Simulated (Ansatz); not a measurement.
SiSe2:
```yaml
crystal:
  lattice:
    - [-2.92973, 4.74192, 2.91905]
    - [2.92973, -4.74192, 2.91905]
    - [2.92973, 4.74192, -2.91905]
  atoms:
    - { symbol: Si, position: [0.25000, 0.25000, 0.00000] }
    - { symbol: Si, position: [0.75000, 0.75000, 0.00000] }
    - { symbol: Se, position: [0.87367, 0.22266, 0.09633] }
    - { symbol: Se, position: [0.12633, 0.77734, 0.90367] }
    - { symbol: Se, position: [0.62633, 0.72266, 0.34900] }
    - { symbol: Se, position: [0.37367, 0.27734, 0.65100] }
```

Relaxed with PBE+D3(BJ). Special points in fractions of this cell's reciprocal vectors: Γ (0.000, 0.000, 0.000); X (0.500, -0.500, 0.500); F0 (0.345, -0.345, 0.655); Σ0 (-0.345, 0.345, 0.345); Λ0 (0.345, 0.345, -0.345); G0 (0.655, -0.345, 0.345); R (0.000, 0.500, 0.000); W (0.250, 0.250, 0.250); S (0.500, 0.000, 0.000); T (0.000, 0.000, 0.500).

Task: List the band energies nearest the valence-band maximum at these points for PBE+D3(BJ) with spin–orbit coupling (plane waves, PAW; program Ansatz).

Result: In eV from the valence-band maximum; about four levels below and three above (degenerate sets whole), none deeper than 8.9 eV; points with the same levels are listed once.

```csv
k,below,above
Γ,-0.58 -0.58 -0.30 -0.30,2.62 2.62 2.82 2.82
X,-1.36 -1.36 -0.28 -0.28,1.49 1.49 3.06 3.06
F0,-0.79 -0.79 -0.05 -0.05,2.13 2.13 3.14 3.14
Λ0,-0.94 -0.94 -0.75 -0.75,1.93 1.93 2.58 2.58
R,-0.52 -0.52 -0.52 -0.52,2.30 2.30 2.30 2.30
W,-0.75 -0.75 -0.75 -0.75,2.50 2.50 2.50 2.50
S,-0.63 -0.63 -0.63 -0.63,2.54 2.54 2.54 2.54
T,-0.91 -0.91 -0.11 -0.11,2.88 2.88 4.02 4.02
```

Space group Ibam. The cell was relaxed with PBE+D3(BJ) under the symmetry of its start; of distortions, only those at the zone centre were tested.

Potentials: the later of the program's two PAW sets.
